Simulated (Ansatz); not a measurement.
InP (zinc blende)

```
InP
1.0
    0.00000     2.95342     2.95342
    2.95342     0.00000     2.95342
    2.95342     2.95342     0.00000
P In
1 1
Direct
  0.25000   0.25000   0.25000
  0.00000   0.00000   0.00000
```

The volume is varied about the relaxed value V₀ at fixed cell shape. Symmetry pins the atoms to their sites.

These are r2SCAN (plane waves to 500 eV, PAW, scalar-relativistic; Ansatz, a quantum-chemistry and plane-wave program) values and carry that method's errors. k mesh 10×10×10 (Γ-centred), Fermi-Dirac smearing 0.05 eV. E stands for the smeared free energy. Stress and pressure are positive under compression. InP was relaxed with its symmetry unable to fall. The zero of ΔE is the relaxed starting cell.

```csv
V (Å³/atom),ΔE (meV/atom)
21.640,193.3
22.670,100.0
23.701,withheld
24.731,9.5
25.762,0.0
26.792,8.1
27.823,30.4
28.853,63.9
29.884,106.2
```

Problem. Fit a third-order Birch-Murnaghan form (E₀, V₀, B₀, B₀′ free) to the given rows and predict ΔE at V = 23.701.

Solution. Least squares on the 8 given rows: ΔE = E₀ + (9V₀B₀/16)·y²·[2 + (B₀′ − 4)y], y = (V₀/V)^(2/3) − 1, with V₀ = 25.764 Å³/atom, B₀ = 67.97 GPa (160.2 GPa = 1 eV/Å³; the term in eV is multiplied by 1000), B₀′ = 4.55, E₀ = 0.06 meV/atom; root-mean-square residual 0.08 meV/atom. At 23.701 the fit gives 40.9 meV/atom; the calculation gives 41.0 meV/atom, so the interpolation is off by -0.1 (-0.2 %). For the pressure the fit gives 6.9 GPa against the computed 6.9 GPa.

(A scan under strain: stresses follow from slopes of the energy per volume, elastic moduli from its curvatures.)
